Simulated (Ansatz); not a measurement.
HfB (rock salt, Fm-3m), a = b = c = 4.824 Å, α = β = γ = 90.00°; the cell used has 2 atoms.

Relaxed with r²SCAN.

### Question
Which orbitals make up the states near the Fermi level in r²SCAN in the plane-wave PAW code Ansatz?

### Answer
Within 0.5 eV of the Fermi level: Hf 5d 52 %, B 2p 45 %. Projections are on Löwdin-orthogonalised atomic valence shells; empty p or d shells of many metals are not among them.

### Question
Tabulate the density of states.

### Answer
States/eV per cell of 2 atoms, in 0.25 eV bins, energy from the Fermi level.

```
E (eV)  total  Hf 5d  B 2p  B 2s
------  -----  -----  ----  ----
-7.85    0.24   0.02  0.03  0.09
-7.60    0.28   0.03  0.03  0.11
-7.35    0.33   0.04  0.04  0.13
-7.10    0.42   0.08  0.05  0.17
-6.85    0.73   0.25  0.05  0.29
-6.60    0.84   0.31  0.06  0.35
-6.35    0.89   0.34  0.05  0.39
-6.10    1.08   0.43  0.05  0.50
-5.85    1.24   0.49  0.04  0.61
-5.60    0.69   0.23  0.03  0.38
-5.35    0.27   0.06  0.01  0.17
-5.10    0.06   0.01  0.00  0.04
-4.85    0.00   0.00  0.00  0.00
-4.60    0.05   0.02  0.02  0.01
-4.35    0.12   0.04  0.05  0.02
-4.10    0.19   0.07  0.07  0.02
-3.85    0.28   0.11  0.11  0.03
-3.60    0.39   0.15  0.16  0.04
-3.35    0.60   0.24  0.25  0.05
-3.10    0.74   0.30  0.32  0.05
-2.85    0.79   0.31  0.35  0.05
-2.60    0.86   0.34  0.40  0.05
-2.35    1.00   0.36  0.50  0.05
-2.10    0.80   0.28  0.42  0.04
-1.85    0.63   0.21  0.34  0.03
-1.60    0.88   0.26  0.54  0.02
-1.35    2.94   1.32  1.44  0.05
-1.10    2.29   1.26  0.94  0.04
-0.85    2.30   1.33  0.91  0.02
-0.60    2.53   1.34  1.12  0.02
-0.35    1.54   0.82  0.68  0.02
-0.10    1.15   0.60  0.51  0.01
0.15     0.91   0.46  0.41  0.01
0.40     0.74   0.37  0.35  0.01
0.65     0.62   0.30  0.30  0.01
0.90     0.52   0.24  0.26  0.01
1.15     0.44   0.20  0.23  0.00
1.40     0.35   0.15  0.19  0.00
1.65     0.28   0.12  0.15  0.00
1.90     0.32   0.15  0.16  0.00
2.15     0.46   0.21  0.23  0.00
2.40     0.51   0.28  0.21  0.01
2.65     0.57   0.35  0.19  0.01
2.90     0.59   0.37  0.18  0.01
3.15     0.61   0.41  0.17  0.01
3.40     0.67   0.47  0.16  0.01
3.65     0.70   0.51  0.15  0.02
3.90     0.74   0.55  0.14  0.02
4.15     0.79   0.59  0.14  0.02
4.40     0.86   0.65  0.15  0.02
4.65     0.99   0.74  0.18  0.02
```

The workflow started from an entry of the Crystallography Open Database (COD). Its standing as an ambient phase is unchecked. The cell was relaxed with r²SCAN under the symmetry of its start; of distortions, only those at the zone centre were tested. No spin polarisation was allowed. Spin–orbit coupling is left out wherever it is not named.

Potentials: the later of the program's two PAW sets.
